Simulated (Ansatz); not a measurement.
Y3Si5 (P-62m), relaxed with r²SCAN (Ansatz, a first-principles code, plane waves, PAW): a = b = 6.6405 Å, c = 4.1647 Å, α = β = 90.00°, γ = 120.00°.

| Quantity | Value |
|---|---|
| ΔH_f (eV/atom) | -0.72 |
| B₀ by P(V) fit (GPa) | 77.1 |

The same phase is relaxed and computed with PBE in the same code. What are the cell and these values now?

a = b = 6.5840 Å, c = 4.1943 Å, α = β = 90.00°, γ = 120.00°.

ΔH_f (eV/atom): -0.69
B₀ by P(V) fit (GPa): 77.3

Typed or built starts, not in the databases checked: Y3Si5, P-62m (Y on 3f, Si on 2d, Si on 3g). All cells were relaxed under the symmetry of their starts (and spin orders); stability against distortions was not tested throughout. Rows with no word on spin ran without spin polarisation. Scalar-relativistic: spin–orbit coupling is off unless named, which matters more the heavier the elements.

Potentials: the earlier of the program's two PAW sets.

Ansatz is a plane-wave DFT program.

Formation energies count from the lowest solids of the elements computed at the same level, not from gases.
